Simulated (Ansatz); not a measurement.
HCl:
```yaml
crystal:
  lattice:
    - [-2.46144, 2.46144, 1.52916]
    - [2.46144, -2.46144, 1.52916]
    - [2.46144, 2.46144, -1.52916]
  atoms:
    - { symbol: H, position: [0.00000, 0.00000, 0.00000] }
    - { symbol: Cl, position: [0.50000, 0.50000, 0.00000] }
```

Relaxed with r²SCAN+D4.

Q: Give the Bader charges and basin volumes of the independent atoms, r²SCAN+D4 (plane waves, PAW; program Ansatz).

A: 

| atom | Bader charge (e) | Bader volume (Å³) |
|---|---|---|
| H1 | +0.45 | 2.6 |
| Cl2 | -0.45 | 32.9 |

Space group I4/mmm. The workflow started from an entry of the Crystallography Open Database (COD); the relaxed space group is not among those it files for this formula. COD files the formula under space group No. 36, 69, 225. The cell was relaxed with r²SCAN+D4 under the symmetry of its start; its stability against distortions is not shown here. The substance is a gas or liquid at ambient conditions.

Potentials: the later of the program's two PAW sets.
